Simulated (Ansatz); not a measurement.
Relaxed SrTiO3 (cubic perovskite):

```yaml
crystal:
  lattice:
    - [3.90695, 0.00000, 0.00000]
    - [0.00000, 3.90695, 0.00000]
    - [0.00000, 0.00000, 3.90695]
  atoms:
    - { symbol: Sr, position: [0.00000, 0.00000, 0.00000] }
    - { symbol: Ti, position: [0.50000, 0.50000, 0.50000] }
    - { symbol: O, position: [0.00000, 0.50000, 0.50000] }
    - { symbol: O, position: [0.50000, 0.50000, 0.00000] }
    - { symbol: O, position: [0.50000, 0.00000, 0.50000] }
```

The numbers are results of r2SCAN (plane waves to 500 eV, PAW, scalar-relativistic; Ansatz, a quantum-chemistry and plane-wave program), not measurements. k mesh 7×7×7 (Γ-centred), Fermi-Dirac smearing 0.05 eV. SrTiO3 is run without spin polarisation. SrTiO3 was relaxed with its symmetry unable to fall.

One atom of the cell was then moved (with its periodic images), all else fixed, and the forces (eV/Å) came out as:

```
atom      Fx      Fy      Fz
----  ------  ------  ------
Sr1    1.030   1.030   1.030
Ti2   -0.671  -0.671  -0.671
O3    -0.251  -0.054  -0.054
O4    -0.054  -0.054  -0.251
O5    -0.054  -0.251  -0.054
```

Question: Which atom was moved, and by which vector (Å)?

Answer: Sr1, by (-0.19, -0.19, -0.19), 0.33 Å in all.

(For displaced atoms, the force is minus the slope of the energy, and its curvature is a force constant, which sets phonon frequencies.)
